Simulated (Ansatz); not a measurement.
B$_{2}$O$_{3}$:
```
B2O3
1.0
    4.38633     0.00000     0.00000
   -2.19317     3.79868     0.00000
    0.00000     0.00000     6.66876
O B
6 4
Cartesian
  3.55558   1.09253   1.66719
  1.66239   2.53295   1.66719
  1.36154   0.17319   1.66719
 -0.83163   3.62549   5.00157
 -0.53078   1.26572   5.00157
  1.36241   2.70614   5.00157
  2.19317   1.26623   1.66719
  0.00000   0.00000   1.66719
  0.00000   0.00000   5.00157
  0.00000   2.53245   5.00157
```

Relaxed with DFT-PBE+D3(BJ) in the program Ansatz with PAW potentials. Indices refer to the conventional cell of P-62c, a = b = 4.386 Å, c = 6.669 Å, α = β = 90.00°, γ = 120.00°.

**Question.** Simulate the powder diffraction pattern (Ag Kα, λ = 0.560885 Å; lines above 1 %) up to 2θ = 30°.

**Answer.** Simulated powder pattern, Ag Kα, λ = 0.560885 Å (kinematic, ideal powder, no thermal factors, no anomalous dispersion; the 30 strongest lines at most, above 1 %, up to 2θ = 30°):

```json
[
 {"2θ (°)": "8.47", "d (Å)": "3.799", "I/Imax (%)": "6.3", "hkl": "(1 0 -1 0)"},
 {"2θ (°)": "9.65", "d (Å)": "3.334", "I/Imax (%)": "100", "hkl": "(0002)"},
 {"2θ (°)": "9.75", "d (Å)": "3.301", "I/Imax (%)": "25", "hkl": "(1 0 -1 1)"},
 {"2θ (°)": "12.85", "d (Å)": "2.506", "I/Imax (%)": "3.4", "hkl": "(1 0 -1 2)"},
 {"2θ (°)": "14.69", "d (Å)": "2.193", "I/Imax (%)": "29", "hkl": "(1 1 -2 0)"},
 {"2θ (°)": "16.81", "d (Å)": "1.919", "I/Imax (%)": "3.9", "hkl": "(1 0 -1 3)"},
 {"2θ (°)": "17.61", "d (Å)": "1.832", "I/Imax (%)": "30", "hkl": "(1 1 -2 2)"},
 {"2θ (°)": "17.66", "d (Å)": "1.827", "I/Imax (%)": "1.5", "hkl": "(2 0 -2 1)"},
 {"2θ (°)": "19.37", "d (Å)": "1.667", "I/Imax (%)": "9.4", "hkl": "(0004)"},
 {"2θ (°)": "23.05", "d (Å)": "1.404", "I/Imax (%)": "3.8", "hkl": "(2 1 -3 1)"},
 {"2θ (°)": "24.40", "d (Å)": "1.327", "I/Imax (%)": "7.9", "hkl": "(1 1 -2 4)"},
 {"2θ (°)": "25.59", "d (Å)": "1.266", "I/Imax (%)": "6.5", "hkl": "(3 0 -3 0)"},
 {"2θ (°)": "26.89", "d (Å)": "1.206", "I/Imax (%)": "2.0", "hkl": "(2 1 -3 3)"},
 {"2θ (°)": "27.41", "d (Å)": "1.184", "I/Imax (%)": "9.9", "hkl": "(3 0 -3 2)"},
 {"2θ (°)": "29.23", "d (Å)": "1.111", "I/Imax (%)": "1.8", "hkl": "(0006)"},
 {"2θ (°)": "29.64", "d (Å)": "1.097", "I/Imax (%)": "1.1", "hkl": "(2 2 -4 0)"}
]
```

The start of the workflow was typed in or built on a structure type; neither database checked (COD, Materials Project) lists it. COD files the formula under space group No. 144, 152. Its standing as an ambient phase is unchecked. Symmetry was held in the PBE+D3(BJ) relaxation; whether a distortion lowers the energy is not shown.

Potentials: the earlier of the program's two PAW sets.
